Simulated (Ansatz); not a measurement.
YS, DFT, LDA, all-electron LAPW, scalar-relativistic (Ansatz 0.2.0), run on 1 thread of Intel(R) Xeon(R) Platinum 8488C (Sapphire Rapids) on a shared host.

The geometry is COD entry 1539528, unchecked; take it as a test cell. The listed cell was then made from it by scaling, straining or moving an atom.

Command: `ansatz run input.yaml --threads 1 --pin off --max-ram 3072MiB --backend cpu --events-out ev --progress --plain --runs-dir out`

```yaml
crystal:
  lattice:
    - [-0.054873, 2.7162135, 2.7162135]
    - [2.7162135, -0.054873, 2.7162135]
    - [2.7162135, 2.7162135, -0.054873]
  atoms:
    - { symbol: "Y", position: [0.5, 0.5, 0.5] }
    - { symbol: S, position: [0.0, 0.0, 0.0] }
kpoints:
  mp_grid: { grid: [8, 8, 8] }
  band_path:
    path:
      - [0.0, 0.0, 0.0]
      - [0.5, 0.5, 0.5]
      - [0.2551801333, 0.5, 0.7448198667]
      - [-0.2551801333, 0.2551801333, 0.5]
      - [0.0, 0.0, 0.5]
      - [0.0, 0.0, 0.0]
      - [-0.3775900666, 0.0, 0.3775900666]
      - [0.0, 0.3775900666, 0.6224099334]
      - [0.0, 0.5, 0.5]
    npoints: 5
scf:
  occupations: { method: fermi_dirac, width: 0.01 }
hamiltonian:
  xc: lda
  pseudopotentials: { kind: all_electron, lapw: { basis_error: 0.00025 } }
output:
  forces: true
  stress: true
  eigenvalues: true
```

(1) How large is the problem that the program sets up?

(2) Estimate the wall time and the peak memory.

Answers

(1) 65 irreducible k-points, 319 plane waves at Γ, 26 bands.

(2) 17 s of wall time for 6 SCF iterations, with a peak of 0.41 GiB. Times on shared machines scatter by tens of per cent.
